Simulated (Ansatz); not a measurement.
Ir (bcc (W type), Im-3m) at seven volumes, r²SCAN (plane waves, PAW; program Ansatz), scaled uniformly. One row is withheld.

| V (Å³/atom) | P (GPa) |
|---|---|
| 13.395 | 39.80 |
| 13.837 | ? |
| 14.278 | 10.96 |
| 14.720 | 0.00 |
| 15.162 | -9.15 |
| 15.603 | -16.76 |
| 16.045 | -23.08 |

Task: Fit the shown pressures and predict the withheld one.

Result: Third-order Birch–Murnaghan: P = (3/2)B₀(x^(7/2) − x^(5/2))[1 + (3/4)(B′ − 4)(x − 1)] with x = (V₀/V)^(2/3). Least squares on the six rows gives V₀ = 14.720 Å³/atom, B₀ = 332.7 GPa, B′ = 5.03. At V = 13.837, x = 1.0421 and P = 24.05 GPa. The run itself gave 24.09 GPa.

The start of the workflow was typed in or built on a structure type; neither database checked (COD, Materials Project) lists it. It is not the phase usual at ambient conditions (space group No. 225). The r²SCAN relaxation kept the symmetry of its start. At this level the phase is mechanically unstable. The run is not spin-polarised. Scalar-relativistic: spin–orbit coupling is off unless named, which matters more the heavier the elements.

Potentials: the later of the program's two PAW sets.
